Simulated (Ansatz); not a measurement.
Fixed-spin-moment curve of MnO

We look at MnO: a measured crystal structure (space group Fm-3m), with 2 atoms per cell. The computed pressure is over 10 GPa in size, so the cell is far from the computed equilibrium volume (the chosen U may not suit it). Source: COD entry 1514108; the sample's temperature and pressure aren't taken into account, and it need not be the stable phase.

```
Mn O
1.0
     0.00000    2.20500    2.20500
     2.20500    0.00000    2.20500
     2.20500    2.20500    0.00000
Mn O
1 1
Direct
  0.00000 0.00000 0.00000
  0.50000 0.50000 0.50000
```

Atoms are numbered from 1 in the order listed.

Method: DFT, PBE+U, PAW, plane waves, scalar-relativistic (Ansatz).

| Setting | Value |
| --- | --- |
| Hubbard term (Dudarev form) | U − J = 2.7 eV on Mn d, on Löwdin-orthonormalised all-electron atomic orbitals |
| Plane-wave cutoff | 420 eV |
| k-point mesh | 9×9×9 (Γ-centred) |
| Occupations | Fermi–Dirac smearing, 0.03 eV |
| Valence electrons | 21 |

The total moment includes the space between the atomic spheres.

A static U favours moments and orbital order; the result depends on U and need not be the measured state.

For a metal this mesh leaves errors of several meV/atom.

Each run fixes N↑ − N↓ and starts with that moment spread in parallel over the Mn atoms; no search for lower states follows. Energies are free energies per cell above the lowest run, the runs with a free moment included. Each row is one local solution, which need not be the lowest state at that M. The cell holds one magnetic atom, so only parallel order fits; orders in a larger cell may lie lower. The program warns that the SCF threshold is loose for stress, so pressures can be off by 0.1 GPa or more.

The run at M = 5.00 μB took 1.4 s on 2 threads of Arm Neoverse V2, on a shared host, peak memory 0.29 GiB.

| fixed M (μB/cell) | F − F(lowest) (meV/cell) | moments of Mn1 O2 (μB) | pressure (GPa) |
| --- | --- | --- | --- |
| 1.00 | 3072 | 0.93 0.01 | -27.2 |
| 3.00 | 2017 | 2.85 -0.11 | -18.3 |
| 5.00 | 0 | 4.23 0.22 | 12.5 |
| 7.00 | 8505 | 4.43 1.32 | 87.1 |

The lowest fixed-moment run is the one at M = 5.00 μB (0 meV). With the constraint released: “usual moment, free total moment [Mn1 4.50 μB]” ends at 5.00 μB, 0 meV; “usual moment scaled by 0.1, free total moment [Mn1 0.45 μB]” ends at 5.00 μB, 0 meV.
